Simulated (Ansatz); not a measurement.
TiC:
```yaml
crystal:
  lattice:
    - [0.00000, 2.14664, 2.14664]
    - [2.14664, 0.00000, 2.14664]
    - [2.14664, 2.14664, 0.00000]
  atoms:
    - { symbol: Ti, position: [0.00000, 0.00000, 0.00000] }
    - { symbol: C, position: [0.50000, 0.50000, 0.50000] }
```

This is the PBEsol-relaxed structure.

Q: All from plane-wave PAW PBEsol (Ansatz code), unless another level is named. Give the electronic character.

A: metallic (no gap).

Q: Give the density of states at the Fermi level.

A: 0.13 states/eV per atom (mean over ±0.08 eV).

Q: Predict the formation energy from the elements (no fitted shifts).

A: -0.91 eV/atom.

Space group Fm-3m (rock salt). The PBEsol relaxation kept the symmetry of its start; of distortions, only those at the zone centre were tested. The run is not spin-polarised. The references are the lowest solids computed at this level, not always the standard phases.

Potentials: the later of the program's two PAW sets.
